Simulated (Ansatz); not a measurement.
Ag3Sb in space group Pmm2 (No. 25; Sb on 1a, Ag on 1c, Ag on 1b, Ag on 1d) at seven volumes, LDA in the plane-wave PAW code Ansatz, shape and atoms relaxed at each. One row is withheld.

| V (Å³/atom) | P (GPa) |
|---|---|
| 16.578 | 12.99 |
| 17.125 | 7.73 |
| 17.671 | 3.42 |
| 18.218 | -0.04 |
| 18.765 | ? |
| 19.311 | -5.22 |
| 19.858 | -7.17 |

Task: Fit the shown pressures and predict the withheld one.

Result: P = (3/2)B₀(x^(7/2) − x^(5/2))[1 + (3/4)(B′ − 4)(x − 1)] with x = (V₀/V)^(2/3). Least squares on the six rows gives V₀ = 18.208 Å³/atom, B₀ = 106 GPa, B′ = 5.75. At V = 18.765, x = 0.9801 and P = -2.93 GPa. The run itself gave -2.91 GPa.

The workflow started from an entry of the Crystallography Open Database (COD), which files this formula under 2 space groups. Whether it is the stable phase at ambient conditions was not checked. The LDA relaxation kept the symmetry of its start; of distortions, only those at the zone centre were tested. The run is not spin-polarised. Spin–orbit coupling is left out wherever it is not named.

Potentials: the later of the program's two PAW sets.
